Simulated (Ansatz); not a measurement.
Values for one crystal, relaxed and computed with DFT-r²SCAN in the program Ansatz with PAW potentials; other levels are named.

```yaml
volume_per_atom: 16.56 Å³
electronic_character: metallic (no gap)
Density of states at the Fermi level: 0.31 states/eV per atom (mean over ±0.08 eV)
Formation energy from the elements (no fitted shifts): -0.28 eV/atom
Bulk modulus (Birch–Murnaghan fit): 166 GPa
Pressure derivative B′: 4.0
Gap with spin–orbit coupling: none (metallic)
```

Pick the material that matches.
A) TaAl, L1₀ or tetragonal B2
B) Y3In5, Cmcm (Pearson symbol oS32)
C) ZrIn3, I4/mmm (Zr on 2a, In on 4d, In on 2b)
D) GaNi3, Cu3Au type

A, TaAl, L1₀ or tetragonal B2

Space group P4/mmm (L1₀ or tetragonal B2). The start of the workflow was typed in or built on a structure type; neither database checked (COD, Materials Project) lists it. Whether it is the stable phase at ambient conditions was not checked. Symmetry was held in the r²SCAN relaxation; its stability against distortions is not shown here. No spin polarisation was allowed. The references are the lowest solids computed at this level, not always the standard phases. Scalar-relativistic: spin–orbit coupling is off unless named, which matters more the heavier the elements.

Potentials: the earlier of the program's two PAW sets.
